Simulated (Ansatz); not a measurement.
## MnIr: a fit and a missing row

MnIr, P4/mmm, a = 2.624 Å, c = 3.615 Å. The structure is a COD entry; whether it is the stable form wasn't checked. Ansatz: PBEsol, PAW, 420 eV, Γ-centred 16×16×12 mesh on 2 atoms, Gaussian smearing 0.10 eV; collinear spin, largest moment 1.2 μB. Shape and atoms are relaxed at each volume; pressure is positive in compression.

| V (Å³/atom) | P (GPa) |
| --- | --- |
| 11.700 | 22.31 |
| 12.073 | 10.25 |
| 12.447 | 0.00 |
| 12.820 | -8.71 |
| 13.194 | ? |

Task: Take V0 = 12.447 Å³/atom, fit the third-order Birch–Murnaghan form to the other rows, and predict the missing pressure.

Result: With the Eulerian strain f = ½[(V0/V)^(2/3) − 1] and y = P/[3f(1 + 2f)^(5/2)], the form is the line y = B0 + 1.5 B0 (B0′ − 4) f. Rows (f, y): 0.02106, 318.5; 0.01027, 316.2; -0.00975, 312.8. Means f = 0.007193, y = 315.83; Σ(Δf)² = 0.0004888, ΣΔfΔy = 0.08950; the slope is their ratio. y = 314.5 + 183.1 f GPa, so B0 = 314.5 GPa and B0′ = 4 + 2 × (183.1)/(3 × 314.5) = 4.39. At V = 13.194, f = -0.01905, y = 311.01 and P = -16.13 GPa. The run gave -15.91 GPa, so the fit is 0.22 GPa too low, 0.58 % of the span of the series, against an rms of 0.007 GPa on the fitted rows. The row lies outside the fitted range. The records add: the largest moment runs from 0.94 to 1.43 μB along the series.

The largest moment runs from 0.94 to 1.43 μB along the series, so B0 and B0′ hold the change of the moment too.

Only parallel moments were tried here. Spin–orbit coupling is left out, which can shift energies with elements as heavy as these.